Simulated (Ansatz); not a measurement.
Mg5Si16Pd10 in space group F-43m (No. 216; Pearson symbol cF124), plane-wave PAW r²SCAN (Ansatz code), all energies at zero smearing, with the estimated change up to a 700 eV cutoff added, with one set of potentials and settings (totals compare only within such a set). Cell of 31 atoms (5 Mg, 16 Si, 10 Pd): -89728.578 eV.

```json
[
 {"element": "Mg", "reference phase": "P6_3/mmc, 2 atoms in the cell", "E (eV/atom)": "-1926.4086"},
 {"element": "Si", "reference phase": "Fd-3m, 2 atoms in the cell", "E (eV/atom)": "-639.0667"},
 {"element": "Pd", "reference phase": "Fm-3m, 1 atoms in the cell", "E (eV/atom)": "-6985.7456"}
]
```

Formation energy per atom, worked out: (-89728.578 − 5×(-1926.4086) − 16×(-639.0667) − 10×(-6985.7456))/31 = -0.452 eV/atom (-44 kJ per mol of atoms), at 0 K, without zero-point energy or fitted corrections.

The first step of the workflow began from a Materials Project structure, measured or hypothetical; the Crystallography Open Database files this formula in space group No. 216, but the cells were not matched. Its standing as an ambient phase is unchecked. Symmetry was held in the r²SCAN relaxation; whether a distortion lowers the energy is not shown. No spin polarisation was allowed. The references are the lowest solids computed at this level, not always the standard phases.

Potentials: the later of the program's two PAW sets.
